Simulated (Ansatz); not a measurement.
LaMg3 in space group Fm-3m (No. 225; La on 4a, Mg on 4b, Mg on 8c), r²SCAN in the plane-wave PAW code Ansatz, all energies at zero smearing, with the estimated change up to a 700 eV cutoff added, with one set of potentials and settings (totals compare only within such a set). Cell of 4 atoms (1 La, 3 Mg): -12044.511 eV.

```tsv
element	reference phase	E (eV/atom)
La	P6_3/mmc, 4 atoms in the cell	-6264.6784
Mg	P6_3/mmc, 2 atoms in the cell	-1926.4086
```

Formation energy per atom, worked out: (-12044.511 − 1×(-6264.6784) − 3×(-1926.4086))/4 = -0.152 eV/atom (-15 kJ per mol of atoms), at 0 K, without zero-point energy or fitted corrections.

The first step of the workflow began from a Materials Project structure, measured or hypothetical; the Crystallography Open Database files this formula in space group No. 225, but the cells were not matched. Whether it is the stable phase at ambient conditions was not checked. Symmetry was held in the r²SCAN relaxation; whether a distortion lowers the energy is not shown. The references are the lowest solids computed at this level, not always the standard phases. Spin–orbit coupling is left out wherever it is not named.

Potentials: the later of the program's two PAW sets.
